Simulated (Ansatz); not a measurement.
A relaxed structure of PbSe. Space group Cmcm (No. 63). Level of theory: r2SCAN (plane waves to 500 eV, PAW, scalar-relativistic; Ansatz, an electronic-structure program).

```cif
data_Pb2Se2
_chemical_formula_sum 'Se2 Pb2'
_space_group_name_H-M_alt 'P 1'
_space_group_IT_number 1
_cell_length_a 6.49559
_cell_length_b 6.49559
_cell_length_c 4.44990
_cell_angle_alpha 90.000
_cell_angle_beta 90.000
_cell_angle_gamma 141.214
loop_
_space_group_symop_operation_xyz
  'x, y, z'
loop_
_atom_site_label
_atom_site_type_symbol
_atom_site_fract_x
_atom_site_fract_y
_atom_site_fract_z
_atom_site_occupancy
Se1 Se 0.63927 0.36073 0.75000 1
Se2 Se 0.36073 0.63927 0.25000 1
Pb1 Pb 0.86850 0.13150 0.75000 1
Pb2 Pb 0.13150 0.86850 0.25000 1
```

Predict the band gap from r2SCAN.

1.23 eV, indirect (valence top at 22 % of the way from T to Y, conduction bottom at 37 % of the way from Y to C0) (no spin-orbit coupling).

Predict the smallest direct gap from r2SCAN.

1.26 eV at 22 % of the way from T to Y.

No spin polarisation in the result. Spin-orbit coupling is missing; with elements this heavy it can move band edges by tenths of an eV or more.

The run could not lose the symmetry of its start.

The first start was generated by placing the elements on the sites of a structure type. Materials Project lists a structure of PbSe in the same space group, Cmcm (No. 63); the sites were not compared with it, nor with measured phases. Known forms of PbSe include space group No. 225.
